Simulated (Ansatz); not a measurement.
Input file for Ansatz (a program for electronic structure):

Ansatz 0.2 input:
```yaml
crystal:
  lattice:
    - [1.437383078, 0.829873507, 4.7168372411]
    - [-1.437383078, 0.829873507, 4.7168372411]
    - [0.0, -1.659747014, 4.7168372411]
  atoms:
    - { symbol: Ge, position: [0.0, 0.0, 0.0] }
    - { symbol: Si, position: [0.5, 0.5, 0.5] }
kpoints:
  mp_grid: { grid: [12, 12, 12] }
  band_path:
    path:
      - [[0.0, 0.0, 0.0], [0.5, 0.5, 0.5], [0.8126970843, 0.1873029157, 0.5]]  # Γ-T-H_2
      - [[0.5, -0.1873029157, 0.1873029157], [0.5, 0.0, 0.0], [0.0, 0.0, 0.0], [0.3436514578, -0.3436514578, 0.0]]  # H_0-L-Γ-S_0
      - [[0.6563485422, 0.0, 0.3436514578], [0.5, 0.0, 0.5], [0.0, 0.0, 0.0]]  # S_2-F-Γ
    npoints: 10
hamiltonian:
  xc: r2scan
  pseudopotentials: { kind: paw }
magnetization: { noncollinear: true, spin_orbit: true }
scf:
  n_extra_bands: 12
  convergence: { dr2_threshold: 0.0000000001 }
  occupations: { method: gaussian, width: 0.05 }
output: { eigenvalues: true }
```

Output (shortened):

```
basis.fft_grid_basis auto: the FFT boxes are laid along the combinations [[1, 0, -1], [0, 1, -1], [0, 0, 1]] of the cell's own vectors, 2.875, 2.875 and 5.000 …
Pseudopotentials: kind: paw_fr
Pseudopotential: Ge, paw_fr, valence charge 14
Pseudopotential: Si, paw_fr, valence charge 4
Functional definition: r2SCAN
non-collinear run that drives no moment, with spin-orbit …
Crystal: 2 atoms, lattice volume = 33.759 Å³
Basis set: ecut = 500 eV, 845 PW (Γ), FFT grids on a1−a3, a2−a3, a3, exchange–correlation on 96×96×160 points (64 copies of the dense FFT grid, shifted against one another)
Bands: 30, of which v1, the nominal top of the filled ones, is band 18 counted from 1 (17 counted from 0)
Symmetry: 12 space group operations + 12 with time reversal
k-points: 189 of 1728
Projection manifold: j_resolved (fully-relativistic pseudo-atomic orbitals)
PAW frozen core: Ge, regenerated for the run's functional
PAW frozen core: Si, regenerated for the run's functional
Initial density: superposition of atomic densities (chi_scale 0.1, normalization cell, long waves kept (reshape's long-wave potential 0.01 eV rms))
Initial wavefunctions: pseudopotential atomic-orbital guess
Eigensolver: davidson
Functional: x = r2scan, c = r2scan; τ floored in thin density (d = 2e-4 eV/Å³)
iter 1 solved again at ethr=6.33e-4 eV; its pass at ethr=3.10e-3 eV (dr2=1.14e-1 eV) is discarded
SCF iter   1: F=—  HF=-4937.507971 eV  |F-HF|=—  |Δ(HF+E_count)|=         —  Δρ=1.81e-2  dr2=1.17e-1  dr2_τ=5.28e-4  dr2_m=0.00e0 (ungated)  ethr=6.33e-4  |M|=0.00e0 ∫|m|=0.00e0 μB  |m|>n=0.0e0 m-floor=0.0e0 τ_xc=0.0e0  β_m=0.30  ⟨swp⟩=1.9  Hψ=22357  notcnv=0
all-band conjugate gradients solve this SCF's bands
preconditioner: auto → none
SCF iter   2: F=—  HF=-4937.525484 eV  |F-HF|=—  |Δ(HF+E_count)|=   1.75e-2  Δρ=1.45e-2  dr2=7.78e-2  dr2_τ=8.47e-5  dr2_m=0.00e0 (ungated)  ethr=6.33e-4  |M|=0.00e0 ∫|m|=0.00e0 μB  |m|>n=0.0e0 m-floor=0.0e0 τ_xc=0.0e0  β_m=0.52  ⟨swp⟩=2.0  Hψ=3977  notcnv=0
SCF iter   3: F=—  HF=-4937.527709 eV  |F-HF|=—  |Δ(HF+E_count)|=   2.22e-3  Δρ=3.52e-3  dr2=4.54e-3  dr2_τ=7.01e-6  dr2_m=0.00e0 (ungated)  ethr=4.32e-4  |M|=0.00e0 ∫|m|=0.00e0 μB  |m|>n=0.0e0 m-floor=0.0e0 τ_xc=0.0e0  β_m=0.54  ⟨swp⟩=3.2  Hψ=4757  notcnv=0
SCF iter   4: F=—  HF=-4937.527407 eV  |F-HF|=—  |Δ(HF+E_count)|=   3.01e-4  Δρ=9.89e-4  dr2=4.03e-4  dr2_τ=8.58e-7  dr2_m=0.00e0 (ungated)  ethr=2.52e-5  |M|=0.00e0 ∫|m|=0.00e0 μB  |m|>n=0.0e0 m-floor=0.0e0 τ_xc=0.0e0  β_m=0.53  ⟨swp⟩=3.0  Hψ=5273  notcnv=0
SCF iter   5: F=—  HF=-4937.527650 eV  |F-HF|=—  |Δ(HF+E_count)|=   2.42e-4  Δρ=5.26e-4  dr2=5.33e-5  dr2_τ=2.35e-7  dr2_m=0.00e0 (ungated)  ethr=2.24e-6  |M|=0.00e0 ∫|m|=0.00e0 μB  |m|>n=0.0e0 m-floor=0.0e0 τ_xc=0.0e0  β_m=0.77  ⟨swp⟩=2.0  Hψ=3519  notcnv=0
SCF iter   6: F=—  HF=-4937.527811 eV  |F-HF|=—  |Δ(HF+E_count)|=   1.61e-4  Δρ=1.12e-4  dr2=3.47e-6  dr2_τ=1.17e-8  dr2_m=0.00e0 (ungated)  ethr=2.96e-7  |M|=0.00e0 ∫|m|=0.00e0 μB  |m|>n=0.0e0 m-floor=0.0e0 τ_xc=0.0e0  β_m=0.71  ⟨swp⟩=2.3  Hψ=3862  notcnv=0
SCF iter   7: F=—  HF=-4937.527811 eV  |F-HF|=—  |Δ(HF+E_count)|=   4.53e-7  Δρ=3.66e-5  dr2=6.48e-7  dr2_τ=1.26e-9  dr2_m=0.00e0 (ungated)  ethr=1.93e-8  |M|=0.00e0 ∫|m|=0.00e0 μB  |m|>n=0.0e0 m-floor=0.0e0 τ_xc=0.0e0  β_m=0.70  ⟨swp⟩=2.0  Hψ=4507  notcnv=0
SCF iter   8: F=—  HF=-4937.527811 eV  |F-HF|=—  |Δ(HF+E_count)|=   6.34e-7  Δρ=8.86e-6  dr2=3.63e-8  dr2_τ=3.10e-11  dr2_m=0.00e0 (ungated)  ethr=3.60e-9  |M|=0.00e0 ∫|m|=0.00e0 μB  |m|>n=0.0e0 m-floor=0.0e0 τ_xc=0.0e0  β_m=0.85  ⟨swp⟩=2.0  Hψ=3573  notcnv=0
SCF iter  10: F=-4937.527811 eV  HF=-4937.527811 eV  |F-HF|=1.82e-12  |Δ(HF+E_count)|=  8.00e-10  Δρ=6.83e-8  dr2=1.39e-12  dr2_τ=3.73e-15  dr2_m=0.00e0 (ungated)  ethr=1.00e-12  |M|=0.00e0 ∫|m|=0.00e0 μB  |m|>n=0.0e0 m-floor=0.0e0 τ_xc=0.0e0  ⟨swp⟩=3.2  Hψ=6206  notcnv=0
SCF 1 converged in 10 iterations: F = -4937.527811 eV  dr2 = 1.39e-12
NSCF: frozen V_eff on 73 k-points
SCF converged after 10 iterations
Magnetization: |M| = 0.0000 μB,  M = (+0.0000, +0.0000, +0.0000) μB
Absolute magnetization: 0.0000 μB (∫|m|)
  site 0: m = (+0.0000, +0.0000, +0.0000) μB, |m| = 0.0000 μB  (R = 1.19 Å)
  site 1: m = (+0.0000, +0.0000, +0.0000) μB, |m| = 0.0000 μB  (R = 1.19 Å)
Free energy (F): -4937.527811 eV
Harris-Foulkes:  -4937.527811 eV  (|F-HF|=1.82e-12)
Internal energy: -4937.526217 eV  (E = F + TS)
E sigma→0 (E₀):  -4937.527014 eV
Entropy (-TS):   -0.001595 eV (-0.797 meV/atom)
Fermi energy:    10.860906 eV
--- Per-component energies (eV) ---
  E_band       = -106.461909
  E_kinetic    = 149.567389
  E_local      = -2523.540529  (includes V_loc(G=0)·N_el)
  E_nonlocal   = 441.534993
  E_hartree    = 1129.444747
  E_xc         = -120.643267
  E_vxc        = -118.666750  (∫ρ·V_xc dr)
  E_paw        = -2546.436913  (= ΣΔE_a)
  E_vpaw       = -320.579412  (= ΣTr[D̂ρ^β])
  E_aug_tail   = 0.000019  (compensation charges beyond the density's cutoff)
  E_vtau       = 6.332877  (kinetic-family band-sum trace: ∫τ·v_τ [+ j·A + Jᵃ·Aᵃ] dr)
  E_ewald      = -1466.305769
  E_core_change = -1.146887  (= ΣΔE_core)
  E_smearing   = -0.001595  (= −TS)
  E_closure    =  0.000000  (closes the sum)
  Σ components = -4937.527811   (vs F -4937.527811, Δ=0.00e0)
  [band-id]    e_kinetic+e_local+e_nonlocal+2·e_hartree+e_vxc+e_vpaw+e_augmentation_tail+e_vtau = -106.461918   (vs E_band -106.461909, Δ=-8.96e-6)
--- Band table (eV; the first three rows and the last of 189) ---
  k-point 0: bands = ["-15.0533", "-15.0533", "-15.0285", "-15.0285", "-14.4850", "-14.4850", "-14.4561", "-14.4561", "-14.4144", "-14.4144", "-3.6817", "-3.6817", "2.7104", "2.7104", "4.2370", "4.2370", "18.7298", "18.7298", "18.8754", "18.8754", "20.9853", "20.9853", "21.2932", "21.2932", "21.4124", "21.4124", "22.5578", "22.5578", "22.5610", "22.5610"]
  k-point 1: bands = ["-15.0511", "-15.0511", "-15.0274", "-15.0274", "-14.4817", "-14.4817", "-14.4545", "-14.4545", "-14.4165", "-14.4165", "-3.5006", "-3.5006", "2.7913", "2.7913", "4.5087", "4.5087", "17.0376", "17.0376", "18.2359", "18.2359", "19.6208", "19.6208", "20.3331", "20.3331", "20.9187", "20.9187", "21.8144", "21.8144", "23.5265", "23.5265"]
  k-point 2: bands = ["-15.0462", "-15.0462", "-15.0243", "-15.0243", "-14.4747", "-14.4747", "-14.4483", "-14.4483", "-14.4206", "-14.4206", "-2.9573", "-2.9573", "3.0823", "3.0823", "5.2715", "5.2715", "13.9870", "13.9870", "16.9011", "16.9011", "17.2392", "17.2392", "18.8516", "18.8516", "20.0854", "20.0854", "20.6436", "20.6436", "23.0127", "23.0127"]
  k-point 188: bands = ["-15.0533", "-15.0533", "-15.0275", "-15.0275", "-14.4850", "-14.4850", "-14.4549", "-14.4549", "-14.4143", "-14.4143", "-2.2745", "-2.2745", "-1.5029", "-1.5029", "12.0053", "12.0053", "12.1098", "12.1098", "19.3464", "19.3464", "19.3621", "19.3621", "19.3910", "19.3910", "19.6085", "19.6085", "23.3793", "23.3793", "24.0876", "24.0876"]
  band table: 30 of 30 bands, residual norms ≤ 1.0e-3 eV
```

Cost: around 2.1 core-minutes (rough) on shared cores.

Space group R-3m. The start of the workflow was typed in or built on a structure type; neither database checked (COD, Materials Project) lists it. Whether it is the stable phase at ambient conditions was not checked. The r²SCAN relaxation kept the symmetry of its start; its stability against distortions is not shown here. Its formation energy is positive at this level, so the cell may be metastable or incomplete.

Potentials: the later of the program's two PAW sets.

Ansatz is a plane-wave DFT program.
